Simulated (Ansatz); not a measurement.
KLuS₂ (R-3m): volume and gaps against pressure

```yaml
crystal:
  lattice:
    - [1.97566, 1.14065, 7.30100]
    - [-1.97566, 1.14065, 7.30100]
    - [0.00000, -2.28130, 7.30100]
  atoms:
    - { symbol: K, position: [0.00000, 0.00000, 0.00000] }
    - { symbol: Lu, position: [0.50000, 0.50000, 0.50000] }
    - { symbol: S, position: [0.23309, 0.23309, 0.23309] }
    - { symbol: S, position: [0.76691, 0.76691, 0.76691] }
```

This is the zero-pressure cell under r²SCAN. Cell and atoms are relaxed by PAW (default files of Ansatz 0.2.0, cutoff 500 eV, stress met within about 0.05 GPa) at each pressure, in this structure whether or not another phase would take over; P is the pressure reached, less that of this cell. Levels come from r²SCAN, PAW on Ansatz 0.2.0's default frozen-core files (fitted under PBE), scalar-relativistic; k mesh 8×8×8, fixed occupations, cutoff 500 eV. Conduction levels are in eV over the valence top (at Γ), at fixed fractional wave vectors.

| P (GPa) | V/V₀ | c/a | F (oblique) | L (oblique) | T ∥ z |
| --- | --- | --- | --- | --- | --- |
| -2.02 | 1.0458 | 5.5708 | 2.813 | 3.241 | 4.243 |
| 0.00 | 1.0000 | 5.5432 | 2.702 | 3.172 | 4.240 |
| 1.98 | 0.9641 | 5.5254 | 2.598 | 3.108 | 4.232 |
| 3.97 | 0.9338 | 5.5119 | 2.500 | 3.045 | 4.221 |
| 6.97 | 0.8962 | 5.5039 | 2.357 | 2.950 | 4.201 |
| 9.98 | ? | ? | ? | ? | ? |
| 14.99 | 0.8227 | 5.5028 | 2.008 | 2.711 | 4.134 |

**Question.** Fit the third-order Birch-Murnaghan equation to the rows shown.

**Answer.** With f = [(V₀/V)^(2/3) − 1]/2, the normalised pressure F = P/[3f(1 + 2f)^(5/2)] is 49.2 GPa at f = -0.0147, 50.2 GPa at f = 0.0123, 50.6 GPa at f = 0.0234, 51.1 GPa at f = 0.0379, 51.9 GPa at f = 0.0695. The line F = B₀[1 + (3/2)(B′ − 4)f] gives B₀ = 49.8 GPa and B′ = 4.4.

**Question.** What are the volume deformation potentials and pressure coefficients of these levels at zero pressure?

**Answer.** 

```
      level  dE/dlnV (eV)  dE/dP = −(dE/dlnV)/B₀ (meV/GPa)  mean slope up to 2.0 GPa (meV/GPa)
F (oblique)          2.66                            -53.5                               -52.2
L (oblique)          1.65                            -33.1                               -32.8
      T ∥ z          0.14                             -2.9                                -3.9
```

dE/dlnV is the slope of a cubic fit in ln V at V₀. The last column is read from two rows and shows how the slope bends with pressure. A level that another band crosses inside the range is left out of the tables.

**Question.** Fill the row at 9.98 GPa.

**Answer.** The fits give V/V₀ = 0.8649 and F (oblique) = 2.221 eV. Computed: V/V₀ = 0.8650, c/a = 5.4983, F (oblique) = 2.222, L (oblique) = 2.861, T ∥ z = 4.178.

Limits of these numbers: no other phase was computed; many crystals of this kind change structure within this range, and rows or crossings beyond such a change describe a metastable lattice; frozen-core PAW files fitted under PBE, their cores solved anew for the functional of the run; no spin-orbit coupling on heavy atoms; semilocal gaps are low, and the spacing of valleys can be off by tenths of an eV; levels are read at fixed fractional k, so an edge that moves off these points is missed.
